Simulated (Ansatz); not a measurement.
**Ionic part of the dielectric constant of SrO at 50 GPa, mode by mode**

These are results of DFT LDA, scalar-relativistic, plane waves, PAW (Ansatz 0.2.0), not measurements. Plane waves to 420 eV; Γ-centred k mesh 10×10×10; fixed occupations. No spin polarisation. Phonons by linear response, acoustic sum rule imposed.

It takes space group Fm-3m (No. 225, cubic). The conventional cell has a = 4.638 Å, b = 4.638 Å, c = 4.638 Å, α = 90.00°, β = 90.00°, γ = 90.00°. Around Sr (site symmetry m-3m) lie 6 O at 2.32 Å. O (site symmetry m-3m) has 6 Sr at 2.32 Å as nearest neighbours.

The real crystal has changed phase below this pressure.

The primitive cell has V = 24.94 Å³ and ε∞,zz = 4.218. Each polar mode adds Δε = (4.92064×10⁷/V)·S/ν² along z, with S its oscillator strength in e²/amu, ν in cm⁻¹ and V in Å³.

Question: From these modes, find each Δε and ε0,zz.
| ν (cm⁻¹) | S_zz (e²/amu) |
| --- | --- |
| 361.4 | 0.557 |

Answer:
| ν (cm⁻¹) | Δε |
| --- | --- |
| 361.4 | 8.42 |

The sum is 8.417, so ε0,zz = 12.63; the run's tensor has 12.63.

Question: Where do the longitudinal modes lie for a wave vector along z?

Answer: At 625 cm⁻¹. The Lyddane–Sachs–Teller product Π(ν_LO/ν_TO)² = 3.00 matches ε0/ε∞ = 3.00.